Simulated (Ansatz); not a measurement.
# Two inputs for InAs with an As vacancy

This input was run with Ansatz:

```yaml
crystal:
  lattice:
    - [0.0, 9.054, 9.054]
    - [9.054, 0.0, 9.054]
    - [9.054, 9.054, 0.0]
  atoms:
    - { symbol: In, position: [0.0, 0.0, 0.0] }
    - { symbol: In, position: [0.0, 0.0, 0.3333333333] }
    - { symbol: In, position: [0.0, 0.0, 0.6666666667] }
    - { symbol: In, position: [0.0, 0.3333333333, 0.0] }
    - { symbol: In, position: [0.0, 0.3333333333, 0.3333333333] }
    - { symbol: In, position: [0.0, 0.3333333333, 0.6666666667] }
    - { symbol: In, position: [0.0, 0.6666666667, 0.0] }
    - { symbol: In, position: [0.0, 0.6666666667, 0.3333333333] }
    - { symbol: In, position: [0.0, 0.6666666667, 0.6666666667] }
    - { symbol: In, position: [0.3333333333, 0.0, 0.0] }
    - { symbol: In, position: [0.3333333333, 0.0, 0.3333333333] }
    - { symbol: In, position: [0.3333333333, 0.0, 0.6666666667] }
    - { symbol: In, position: [0.3333333333, 0.3333333333, 0.0] }
    - { symbol: In, position: [0.3333333333, 0.3333333333, 0.3333333333] }
    - { symbol: In, position: [0.3333333333, 0.3333333333, 0.6666666667] }
    - { symbol: In, position: [0.3333333333, 0.6666666667, 0.0] }
    - { symbol: In, position: [0.3333333333, 0.6666666667, 0.3333333333] }
    - { symbol: In, position: [0.3333333333, 0.6666666667, 0.6666666667] }
    - { symbol: In, position: [0.6666666667, 0.0, 0.0] }
    - { symbol: In, position: [0.6666666667, 0.0, 0.3333333333] }
    - { symbol: In, position: [0.6666666667, 0.0, 0.6666666667] }
    - { symbol: In, position: [0.6666666667, 0.3333333333, 0.0] }
    - { symbol: In, position: [0.6666666667, 0.3333333333, 0.3333333333] }
    - { symbol: In, position: [0.6666666667, 0.3333333333, 0.6666666667] }
    - { symbol: In, position: [0.6666666667, 0.6666666667, 0.0] }
    - { symbol: In, position: [0.6666666667, 0.6666666667, 0.3333333333] }
    - { symbol: In, position: [0.6666666667, 0.6666666667, 0.6666666667] }
    - { symbol: As, position: [0.0833333333, 0.0833333333, 0.4166666667] }
    - { symbol: As, position: [0.0833333333, 0.0833333333, 0.75] }
    - { symbol: As, position: [0.0833333333, 0.4166666667, 0.0833333333] }
    - { symbol: As, position: [0.0833333333, 0.4166666667, 0.4166666667] }
    - { symbol: As, position: [0.0833333333, 0.4166666667, 0.75] }
    - { symbol: As, position: [0.0833333333, 0.75, 0.0833333333] }
    - { symbol: As, position: [0.0833333333, 0.75, 0.4166666667] }
    - { symbol: As, position: [0.0833333333, 0.75, 0.75] }
    - { symbol: As, position: [0.4166666667, 0.0833333333, 0.0833333333] }
    - { symbol: As, position: [0.4166666667, 0.0833333333, 0.4166666667] }
    - { symbol: As, position: [0.4166666667, 0.0833333333, 0.75] }
    - { symbol: As, position: [0.4166666667, 0.4166666667, 0.0833333333] }
    - { symbol: As, position: [0.4166666667, 0.4166666667, 0.4166666667] }
    - { symbol: As, position: [0.4166666667, 0.4166666667, 0.75] }
    - { symbol: As, position: [0.4166666667, 0.75, 0.0833333333] }
    - { symbol: As, position: [0.4166666667, 0.75, 0.4166666667] }
    - { symbol: As, position: [0.4166666667, 0.75, 0.75] }
    - { symbol: As, position: [0.75, 0.0833333333, 0.0833333333] }
    - { symbol: As, position: [0.75, 0.0833333333, 0.4166666667] }
    - { symbol: As, position: [0.75, 0.0833333333, 0.75] }
    - { symbol: As, position: [0.75, 0.4166666667, 0.0833333333] }
    - { symbol: As, position: [0.75, 0.4166666667, 0.4166666667] }
    - { symbol: As, position: [0.75, 0.4166666667, 0.75] }
    - { symbol: As, position: [0.75, 0.75, 0.0833333333] }
    - { symbol: As, position: [0.75, 0.75, 0.4166666667] }
    - { symbol: As, position: [0.75, 0.75, 0.75] }
total_charge: 3
kpoints:
  mp_grid: { grid: [2, 2, 2] }
scf:
  occupations: { method: fermi_dirac, width: 0.01 }
hamiltonian:
  xc: r2scan
  pseudopotentials: { kind: paw }
output:
  forces: true
  stress: true
  populations: true
  efg:
    quadrupole_moments_barn: { In: 0.772, As: 0.311 }
    contact_densities: true
basis:
  ecutwfc: "22.0 Ry"
accuracy: high
```

```sh
ansatz run input.yaml --threads 4 --pin off --max-ram 8192MiB --backend cpu --events-out ev --progress --plain --runs-dir out
```

It converged. Of its output the block on the nuclei alone is shown, without the SCF iterations, energies, forces and stress (one atom of each set):

```
--- PAW observables at the nuclei: V_zz in 10²¹ V/m², potentials from the cell's mean, atoms counted from 1 ---
  atom   1  In V_zz =   +24.559443   η = 0.0000   by run symmetry: allowed   C_q = +458.4481 MHz
            electrostatic potential = -7936.439015 V   contact ρ = 1132293.610941 e/Å³
  atom   3  In V_zz =    -2.057406   η = 0.8847   by run symmetry: allowed   C_q = -38.4053 MHz
            electrostatic potential = -7936.826539 V   contact ρ = 1132273.392085 e/Å³
  atom   5  In V_zz =    -0.435546   η = 0.5627   by run symmetry: allowed   C_q = -8.1303 MHz
            electrostatic potential = -7936.929580 V   contact ρ = 1132271.911125 e/Å³
  atom  14  In V_zz =    -0.000000   η = 0.0000   by run symmetry: forbidden   C_q = -0.0000 MHz
            electrostatic potential = -7936.979955 V   contact ρ = 1132272.306762 e/Å³
  atom  18  In V_zz =    +0.039018   η = 0.0000   by run symmetry: allowed   C_q = +0.7283 MHz
            electrostatic potential = -7936.979536 V   contact ρ = 1132271.857668 e/Å³
  atom  28  As V_zz =    +6.676104   η = 0.0109   by run symmetry: allowed   C_q = +50.2039 MHz
            electrostatic potential = -4514.803761 V   contact ρ = 235291.250939 e/Å³
  atom  31  As V_zz =    -0.025714   η = 0.0000   by run symmetry: allowed   C_q = -0.1934 MHz
            electrostatic potential = -4514.988765 V   contact ρ = 235290.018161 e/Å³
  atom  35  As V_zz =    -0.293673   η = 0.0000   by run symmetry: allowed   C_q = -2.2084 MHz
            electrostatic potential = -4514.970460 V   contact ρ = 235290.145804 e/Å³
  atom  41  As V_zz =    -0.264504   η = 0.3467   by run symmetry: allowed   C_q = -1.9891 MHz
            electrostatic potential = -4514.991872 V   contact ρ = 235290.217782 e/Å³
```

(1) Can these gradients be trusted, and how do they compare with a run on standard settings?

## Answers

(1) Not as converged values. Against the standard input the change is `basis.ecutwfc`: not typed → 22.0 Ry; `hamiltonian.xc`: pbe → r2scan; `accuracy`: not typed → high. A site carries the number of its first atom; V_zz in 10²¹ V/m².

```
site  atom  V_zz standard  η standard  V_zz here  η here
 In1     1           23.7        0.00       24.6    0.00
 In3     3          -1.92        0.92      -2.06    0.88
 In5     5          -0.33        0.30      -0.44    0.56
In18    18          0.015        0.00      0.039    0.00
As28    28           6.11        0.03       6.68    0.01
As31    31          0.038        0.00     -0.026    0.00
As35    35          -0.20        0.00      -0.29    0.00
As41    41          -0.21        0.32      -0.26    0.35
```

The largest change of V_zz is on In1, from 23.7 to 24.6. In per cent, |V_zz| changes by +3 on In, +9 on As (all sites that start above 2). Where |V_zz| stays above 0.1, η moves most on In5, from 0.30 to 0.56. Sites without a gradient aren't listed. SCF iterations: 15 and 17. New warnings: cutoff below recommended. In the changed run the cutoff of 299 eV lies below the one recommended for these PAW files, so its values aren't converged ones.

On the reference run: The run isn't spin-polarised, and a state with spin may lie lower. The defect repeats with the cell of 53 atoms, so it feels its images: sites between two images don't show the values beside a lone defect, and zeros or small values of η there can come from the images' arrangement. A uniform background compensates the cell's charge. The defect cell has no gap above 0.1 eV on its mesh, so the values can hang on the smearing and the k-mesh. Without spin–orbit coupling (the program notes it for In) the gradients can shift by some per cent, and by up to a factor of two as the program warns, since there is no gap. The neighbours have not yet relaxed around the defect (largest force 0.29 eV/Å), so a real crystal will differ.
